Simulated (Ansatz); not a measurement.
## A vibration from a frozen displacement in BePd

Method: DFT PBEsol, scalar-relativistic, plane waves, PAW (Ansatz). Settings: plane waves to 420 eV, k-mesh 16×16×16 (Γ-centred), Gaussian smearing 0.15 eV. No spin polarisation. Energies are free energies at this smearing, counted from the undisturbed cell; pressure is positive in compression.

The starting cell (as given, not relaxed at this level; it stands at -3.0 GPa, and it needn't be the usual structure):

```yaml
crystal:
  lattice:
    - [2.81300, 0.00000, 0.00000]
    - [0.00000, 2.81300, 0.00000]
    - [0.00000, 0.00000, 2.81300]
  atoms:
    - { symbol: Be, position: [0.00000, 0.00000, 0.00000] }
    - { symbol: Pd, position: [0.50000, 0.50000, 0.50000] }
```

Every Be atom is moved by x along the Cartesian unit vector (-1.000, 0.000, 0.000); the cell and all other atoms stay fixed. The cell's volume is 22.26 Å³; the moved atoms weigh 9.012 u together and the others 106.420 u. Some rows repeat others by symmetry and weren't run.

```
  x (Å)  ΔE (meV/cell) total force on the moved atoms along the move (eV/Å) pressure (GPa)
-0.3000         185.81                                                1.2444          1.8828
-0.2625         142.10                                                1.0867          0.7655
-0.2250         104.30                                                0.9297         -0.2131
-0.1875          72.37                                                0.7734         -1.0486
-0.1500          46.28                                                0.6179         -1.7375
-0.1125          26.02                                                0.4629         -2.2765
-0.0750          11.56                                                0.3083         -2.6634
-0.0375           2.89                                                0.1541         -2.8962
 0.0000           0.00                                                0.0000         -2.9738
 0.0375           2.89                                               -0.1541         -2.8962
 0.0750          11.56                                               -0.3083         -2.6634
 0.1125          26.02                                               -0.4629         -2.2765
 0.1500          46.28                                               -0.6179         -1.7375
 0.1875          72.37                                               -0.7734         -1.0486
 0.2250         104.30                                               -0.9297         -0.2131
 0.2625         142.10                                               -1.0867          0.7655
 0.3000         185.81                                               -1.2444          1.8828
```

**Question.** What frequency belongs to this motion?

**Answer.** The force constant is k = −dF/dx = 4.109 eV/Å², from the parabola through x = -0.0375, 0 and 0.0375. In every cell the moved atoms swing against the rest, so the mass is μ = m₁m₂/(m₁ + m₂) = 8.309 u, and ν̃ = 521.5 cm⁻¹ × √(|k|/μ) = 367 cm⁻¹, at this cell's pressure of -3.0 GPa. To first order in x, and within 1 %, the force on every atom lies along the move and, within each of the two groups, in proportion to the atom's mass, so this is itself a mode at the zone centre of this cell.

**Question.** How far does the harmonic law reach?

**Answer.** At x = -0.300 Å, kx²/2 = 184.92 meV against the computed 185.81 meV (+0.5 %): the well is still close to harmonic there.

**Question.** The pressure changes with x². What does that say about the frequency under compression?

**Answer.** With E = k(V)x²/2, k ∝ V^(−2γ) and x scaling with the cell as V^(1/3), P − P0 = −∂E/∂V = (2γ − 2/3) ΔE/V. At x = 0.0750 Å, V(P − P0) = 22.26 × 0.31047 / 160.2 eV = 43.13 meV and ΔE = 11.56 meV, so γ = 1/3 + V(P − P0)/(2ΔE) = 2.20. This is the Grüneisen parameter of the motion under uniform scaling of the cell: shrinking the cell evenly by 1 % in volume raises the frequency by about 2.20 %.

In a metal these slopes depend on the k mesh and the smearing.